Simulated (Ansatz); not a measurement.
## Notes on a calculation: OsBr3 (ReO3-type structure)

Computed with Ansatz (plane waves, PAW, 420 eV cutoff): PBE+U (U_eff = 2 eV on Os 5d), scalar-relativistic, collinear spin, 6×6×6 k-mesh, Gaussian smearing of 0.05 eV. The datasets are Ansatz's generated set soft_2.

This is a trial structure made by placing the elements on a prototype's sites, so it needn't be the stable form. The ideal cubic cell shuts out tilts of the octahedra, which such structures often take.

The start:

```
Os Br
1.0
     5.18000    0.00000    0.00000
     0.00000    5.18000    0.00000
     0.00000    0.00000    5.18000
Os Br
1 3
Direct
  0.00000 0.00000 0.00000
  0.50000 0.00000 0.00000
  0.00000 0.00000 0.50000
  0.00000 0.50000 0.00000
```

Moments typed, the run going on from the state of an earlier one (μB, in the order of the atoms): 1.0, 0.0, 0.0, 0.0.

The runs in order:

| run | level | k-mesh | kind | V (Å³/atom) | P (GPa) | E − E(final) (meV/atom) | gap on the mesh (eV) | largest moment (μB) |
| --- | --- | --- | --- | --- | --- | --- | --- | --- |
| 1 | PBE+U | 4×4×4 | fixed cell | 34.75 | -1.1 | – | metal | 1.65 |
| 2 | PBE+U | 4×4×4 | fixed cell | 34.50 | -0.8 | – | metal | 1.64 |
| 3 | PBE+U | 4×4×4 | fixed cell | 33.92 | 0.0 | – | metal | 1.62 |
| 4 | PBE+U | 6×6×6 | fixed cell | 33.92 | -0.1 | 7.3 | metal | 1.74 |
| 5 | PBE+U | 6×6×6 | fixed cell | 33.79 | 0.1 | 7.3 | metal | 1.74 |
| 6 | PBE+U | 6×6×6 | fixed cell | 33.87 | 0.0 | 7.2 | metal | 1.74 |
| 7 | PBE+U | 6×6×6 | fixed cell, new magnetic order | 34.01 | 0.4 | 2.7 | metal | 2.06 |
| 8 | PBE+U | 6×6×6 | fixed cell, new magnetic order | 34.28 | 0.5 | 0.7 | metal | 2.25 |
| 9 | PBE+U | 6×6×6 | fixed cell, new magnetic order | 36.00 | -1.3 | 5.1 | metal | 2.41 |
| 10 | PBE+U | 6×6×6 | fixed cell, new magnetic order | 34.71 | 0.0 | 0.0 | metal | 2.30 |

At this volume the pressure is 0.04 GPa.

The final structure (symmetry read at 0.01 Å). Symmetry: Pm-3m, No. 221, cubic system. Conventional cell: a = 5.178 Å, b = 5.178 Å, c = 5.178 Å, α = 90.00°, β = 90.00°, γ = 90.00°. Around Os (site symmetry m-3m) lie 6 Br at 2.59 Å. Around Br (site symmetry 4/mmm) lie 2 Os at 2.59 Å. (Shells end 15 % past the nearest neighbour.)

Of 4 converged starts of the open shells, 2 reached the lowest state found; the highest ended 13 meV/atom above it. Among 4 magnetic starts the lowest energy, to 0.5 meV/atom, came from: small parallel starting moments. The next state (ferromagnetic) lies 4.2 meV/atom higher. At the final geometry the gap, band path included, is zero (metallic) and the site spin moments are Os 2.30; Br 0.15 μB. The runs in the table took roughly 2.4 core-minutes.

With a Hubbard U or exact exchange the result depends on the state in which the open shell ends, and a lower one can't be excluded. Scalar-relativistic only: spin–orbit splittings of the heavy atoms' levels are missing. The program warned that the potential is rough where the density is thin (voids or gaps), so long spacings are poorly fixed. Site moments are of spin, integrated over atomic spheres.
